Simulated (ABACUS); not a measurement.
A self-consistent single point of CdS (P6_3mc, 4 atoms in the cell; from Materials Project mp-672, changed as shown) with ABACUS.

Computed with PBE, PseudoDojo 0.5 standard norm-conserving PBE (tails mended) pseudopotentials (plane waves; ABACUS).

The change in words: lattice vector c scaled by 1.01. Reference geometry (P6_3mc):
```yaml
crystal:
  lattice:
    - [4.16884, 0.00000, 0.00000]
    - [-2.08442, 3.61032, 0.00000]
    - [0.00000, 0.00000, 6.77962]
  atoms:
    - { symbol: Cd, position: [0.66667, 0.33333, 0.50022] }
    - { symbol: Cd, position: [0.33333, 0.66667, 0.00022] }
    - { symbol: S, position: [0.66667, 0.33333, 0.87678] }
    - { symbol: S, position: [0.33333, 0.66667, 0.37678] }
```

Reference input (self-consistent single point, DFT, PBE, plane waves, PseudoDojo 0.5 standard norm-conserving PBE (tails mended) pseudopotentials): KPT = MP 5 5 3 0 0 0; basis_type = pw; ecutwfc = 102 Ry; smearing_method = gaussian; smearing_sigma = 0.00146997 Ry; potentials = PseudoDojo 0.5 standard norm-conserving PBE (tails mended); symmetry = 1; ks_solver = dav_subspace; scf_nmax = 100; scf_thr = 1.0e-09 Ry; mixing_type = broyden; mixing_beta = 0.7. This run's input differs from it in these lines:

```diff
@@ -28,3 +28,3 @@
   -2.0844200000    3.6103210000    0.0000000000
-   0.0000000000    0.0000000000    6.7796200000
+   0.0000000000    0.0000000000    6.8474160000
 
@@ -36,4 +36,4 @@
 2
-   2.0844220844    1.2034391299    3.3913015164 1 1 1
-  -0.0000020844    2.4068818701    0.0014915164 1 1 1
+   2.0844220844    1.2034391299    3.4252144315 1 1 1
+  -0.0000020844    2.4068818701    0.0015064315 1 1 1
 
@@ -42,4 +42,4 @@
 2
-   2.0844220844    1.2034391299    5.9442352236 1 1 1
-  -0.0000020844    2.4068818701    2.5544252236 1 1 1
+   2.0844220844    1.2034391299    6.0036774005 1 1 1
+  -0.0000020844    2.4068818701    2.5799694005 1 1 1
 # file: KPT
```

The program printed (abridged):

```
 SELF-CONSISTENT
 -------------------------------------------
                                 init_chg = atomic

 PW ALGORITHM --------------- ION=   1  ELEC=   1--------------------------------

 Notice: Threshold on eigenvalues was too large.

 Density error is 0.254536583756
                          Error Threshold = 0.000491751409997
 E_KohnSham     -745.4611230335      -10142.5189107340
 E_Fermi        0.5226989922         7.1116846331

 PW ALGORITHM --------------- ION=   1  ELEC=   2--------------------------------

 Density error is 0.0474583563957
                          Error Threshold = 0.0004894934303
   [... lines left out ...]

 Density error is 2.95242195622e-08
                          Error Threshold = 3.26746964393e-10
 E_KohnSham     -745.5414791822      -10143.6122122262
 E_Fermi        0.5294525817         7.2035719318

 PW ALGORITHM --------------- ION=   1  ELEC=   8--------------------------------

 Density error is 2.45324422751e-10
                          Error Threshold = 5.6777345312e-11
 E_KohnSham     -745.5414791858      -10143.6122122749
 E_KS(sigma->0) -745.5414791858      -10143.6122122749
 E_entropy(-TS) -0.0000000000        -0.0000000000
 E_Fermi        0.5294556144         7.2036131943
 charge density convergence is achieved
 final etot is -10143.612212 eV
 EFERMI = 7.2036131943 eV

 STATE ENERGY(eV) AND OCCUPATIONS    NSPIN == 1
   [... 33 lines left out ...]

 TOTAL-FORCE (eV/Angstrom)
                       Cd1        -0.0000420908         0.0000243011         0.0617458109
                       Cd2         0.0000420908        -0.0000243011         0.0617458109
                        S1        -0.0000273257         0.0000157765        -0.0617458109
                        S2         0.0000273257        -0.0000157765        -0.0617458109

 TOTAL-STRESS (KBAR)
         9.0248011053         0.0006643671         0.0000000000
         0.0006643671         9.0255699718         0.0000000000
        -0.0000000000         0.0000000000        -0.1350927916
 TOTAL-PRESSURE: 5.971759 KBAR

 --------------------------------------------
 !FINAL_ETOT_IS -10143.6122122748620313 eV
 --------------------------------------------
```

The run converged in 8 iterations. Against the reference run the free energy is nearly the same (within 1 meV/atom), the pressure goes from 1.16 to 0.60 GPa and the largest force goes from 0.001 to 0.062 eV/Å.

The structure comes from a collection of computed structures, made at another level of theory; the collection holds predicted forms beside known ones.

Cost on one core: around 4 core-minutes (rough).

“Tails mended”: in these copies of the files the far tail of each local potential was reset to the Coulomb form.
